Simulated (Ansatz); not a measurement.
input.yaml

```yaml
crystal:
  lattice:
    - [-1.6371246698, 1.6371246698, 1.6371246698]
    - [1.6371246698, -1.6371246698, 1.6371246698]
    - [1.6371246698, 1.6371246698, -1.6371246698]
  atoms:
    - { symbol: Au, position: [0.0, 0.0, 0.0] }
basis:
  ecutwfc: 420
kpoints:
  mp_grid: { grid: [18, 18, 18] }
hamiltonian:
  xc: pbesol
scf:
  occupations: { method: gaussian, width: 0.1 }
output:
  forces: true
  stress: true
  eigenvalues: true
```

Run as
```bash
ansatz run input.yaml --threads 1 --pin off --max-ram 2560MiB --backend cpu --events-out ev --progress --plain --runs-dir out
```

The calculation used Ansatz 0.2.0, DFT PBEsol, scalar-relativistic, plane waves, PAW.

Abridged output:

```
Pseudopotentials: kind: paw
Pseudopotential: Au, paw, valence charge 19, recommended cutoff 420 eV (normal)
Functional definition: PBEsol
Crystal: 1 atom, lattice volume = 17.551 Å³
Basis set: ecut = 420 eV, 321 PW (Γ), exchange–correlation on 40×40×40 points (8 copies of the dense FFT grid, shifted against one another)
Bands: 14, of which v1, the nominal top of the filled ones, is band 10 counted from 1 (9 counted from 0)
Symmetry: 48 space group operations
Space group: Im-3m (ITA 229), of the structure as read, at distance tolerance 2.6e-5 Å
k-points: 195 of 5832
Initial density: superposition of atomic densities (neutral atoms: chi_scale 0, normalization atom), corrected by the library's trained network
Initial wavefunctions: pseudopotential atomic-orbital guess
Functional: x = pbesol(κ = 0.804, μ = 0.12345679), c = pbesol(β = 0.046)
SCF iter   1: F=—  HF=-13007.075336 eV  |F-HF|=—  |Δ(HF+E_count)|=         —  Δρ=6.93e-3  dr2=7.68e-3  ethr=1.77e-3  ⟨swp⟩=4.5  Hψ=13628  notcnv=0
SCF iter   2: F=—  HF=-13007.073552 eV  |F-HF|=—  |Δ(HF+E_count)|=   1.78e-3  Δρ=2.99e-3  dr2=1.34e-3  ethr=4.04e-5  ⟨swp⟩=1.0  Hψ=4290  notcnv=0
SCF iter   3: F=—  HF=-13007.073168 eV  |F-HF|=—  |Δ(HF+E_count)|=   3.85e-4  Δρ=4.40e-4  dr2=1.29e-5  ethr=7.05e-6  ⟨swp⟩=2.1  Hψ=3631  notcnv=0
SCF iter   4: F=—  HF=-13007.073166 eV  |F-HF|=—  |Δ(HF+E_count)|=   1.24e-6  Δρ=4.26e-5  dr2=1.33e-7  ethr=6.78e-8  ⟨swp⟩=2.6  Hψ=4247  notcnv=0
SCF iter   5: F=-13007.073166 eV  HF=-13007.073166 eV  |F-HF|=1.75e-9  |Δ(HF+E_count)|=   1.50e-7  Δρ=4.68e-6  dr2=2.76e-9  ethr=6.98e-10  ⟨swp⟩=2.7  Hψ=4394  notcnv=0
SCF iter   6: F=-13007.073166 eV  HF=-13007.073166 eV  |F-HF|=1.42e-10  |Δ(HF+E_count)|=  4.55e-10  Δρ=1.04e-6  dr2=1.69e-10  ethr=1.45e-11  ⟨swp⟩=2.5  Hψ=9118  notcnv=0
SCF 1 converged in 6 iterations: F = -13007.073166 eV  dr2 = 1.69e-10
SCF converged after 6 iterations
Free energy (F): -13007.073166 eV
Harris-Foulkes:  -13007.073166 eV  (|F-HF|=1.42e-10)
Internal energy: -13007.072677 eV  (E = F + TS)
E sigma→0 (E₀):  -13007.072922 eV
Entropy (-TS):   -0.000490 eV (-0.490 meV/atom)
Fermi energy:    19.676436 eV
--- Per-component energies (eV) ---
  E_band       = -223.755704
  E_kinetic    = 604.023285
  E_local      = -1748.726012  (includes V_loc(G=0)·N_el)
  E_nonlocal   = 77.557517
  E_hartree    = 740.580782
  E_xc         = -226.296190
  E_vxc        = -274.223862  (∫ρ·V_xc dr)
  E_paw        = -9565.658427  (= ΣΔE_a)
  E_vpaw       = -363.550300  (= ΣTr[D̂ρ^β])
  E_aug_tail   = 0.001395  (compensation charges beyond the density's cutoff)
  E_ewald      = -2888.864507
  E_core_change = 0.309479  (= ΣΔE_core)
  E_smearing   = -0.000490  (= −TS)
--- Forces (eV/Å), atoms counted from 1 ---
  atom   1  Au     0.00000000     0.00000000     0.00000000
--- Stress (GPa, compression-positive) ---
       -4.755579       0.000000       0.000000
        0.000000      -4.755579       0.000000
        0.000000       0.000000      -4.755579
  P = ⅓ Tr σ = -4.7556 GPa (-47.556 kbar)
--- Band table (eV; the first three rows and the last of 195) ---
  k-point 0: bands = ["-85.7762", "-37.0768", "-37.0768", "-37.0768", "10.0299", "14.9402", "14.9402", "14.9402", "16.8089", "16.8089", "36.0413", "36.0413", "36.0413", "43.4124"]
  k-point 1: bands = ["-85.7759", "-37.0830", "-37.0791", "-37.0768", "10.1415", "14.9050", "14.9435", "15.0182", "16.7660", "16.8114", "36.0259", "36.0699", "36.1810", "42.0339"]
  k-point 2: bands = ["-85.7749", "-37.1007", "-37.0856", "-37.0765", "10.4679", "14.8050", "14.9496", "15.2479", "16.6608", "16.8196", "35.7756", "36.0515", "36.5882", "40.4029"]
  k-point 194: bands = ["-85.7553", "-37.2322", "-37.2322", "-37.2322", "13.0649", "13.0649", "17.9163", "17.9163", "17.9163", "25.8593", "25.8593", "25.8593", "29.0155", "35.2743"]
```

Self-consistency was reached.

It took 1.9 s on 1 thread of Arm Neoverse V2 (shared host), peak memory 0.3 GiB.

Spin–orbit coupling is left out, which can shift energies with elements as heavy as these.